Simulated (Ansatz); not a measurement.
This run works on a proposed trial structure, not on a known crystal.

Input and command of a plane-wave DFT calculation in Ansatz:

```yaml
crystal:
  lattice:
    - [-1.825364709, 5.3835897574, 2.5328326047]
    - [1.825364709, -5.3835897574, 2.5328326047]
    - [1.825364709, 5.3835897574, -2.5328326047]
  atoms:
    - { symbol: Zn, position: [0.9909499355, 0.9909499355, 0.0] }
    - { symbol: Sn, position: [0.6655145581, 0.0022849009, 0.6632296572] }
    - { symbol: Sn, position: [0.3390552438, 0.0022849009, 0.3367703428] }
    - { symbol: "N", position: [0.0834076757, 0.2488063613, 0.8346013144] }
    - { symbol: "N", position: [0.4142050468, 0.2488063613, 0.1653986856] }
    - { symbol: "N", position: [0.7568675403, 0.2568675403, 0.5] }
basis:
  ecutwfc: 420
kpoints:
  mp_grid: { grid: [10, 10, 10] }
hamiltonian:
  xc: pbe
scf:
  occupations: { method: gaussian, width: 0.1 }
output:
  forces: true
  stress: true
  eigenvalues: true
relax:
  adjacent_minimum: "off"
  f_tol: 0.01
  max_steps: 30
  cell: { stress_tol: 0.1, fix: [volume] }
```

```bash
ansatz run input.yaml --threads 1 --pin off --max-ram 2560MiB --backend cpu --events-out ev --progress --plain --runs-dir out
```

Processor: AMD EPYC 9R45 96-Core Processor (Zen 5), 1 thread, on a host shared with other jobs.

How long does it run, and how much memory does it take?

About 2.2 min, peak memory 0.73 GiB. It solves 34 bands at 171 k points (after reduction by symmetry) with about 1967 plane waves, in 39 SCF iterations over 6 ionic steps.
